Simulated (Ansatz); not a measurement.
K₂BrCl₆F:
```xyz
10
Lattice="0.0000 4.9969 4.9969 4.9969 0.0000 4.9969 4.9969 4.9969 0.0000" Properties=species:S:1:pos:R:3 pbc="T T T"
K      2.4984     2.4984     2.4984
K      7.4953     7.4953     7.4953
Br     0.0000     0.0000     0.0000
Cl     7.5505     4.9969     4.9969
Cl     2.4432     4.9969     4.9969
Cl     4.9969     7.5505     4.9969
Cl     4.9969     2.4432     4.9969
Cl     4.9969     4.9969     7.5505
Cl     4.9969     4.9969     2.4432
F      4.9969     4.9969     4.9969
```

r²SCAN in the plane-wave PAW code Ansatz gives a gap of 1.01 eV without spin–orbit coupling, maximum at L, minimum at L.

### Question
What happens when spin–orbit coupling is switched on?

### Answer
The gap falls by 0.04 eV, to 0.97 eV; maximum at L, minimum at L.

### Question
Give the electron effective mass with spin–orbit coupling.

### Answer
0.24, 0.27, 0.27 mₑ (principal values).

### Question
Give the hole effective mass with spin–orbit coupling.

### Answer
0.20, 0.48, 0.48 mₑ (principal values).

Space group Fm-3m. The first step of the workflow began from a Materials Project structure, measured or hypothetical; the Crystallography Open Database copy checked does not list it. Its standing as an ambient phase is unchecked. The cell was relaxed with r²SCAN under the symmetry of its start; whether a distortion lowers the energy is not shown.

Potentials: the later of the program's two PAW sets.
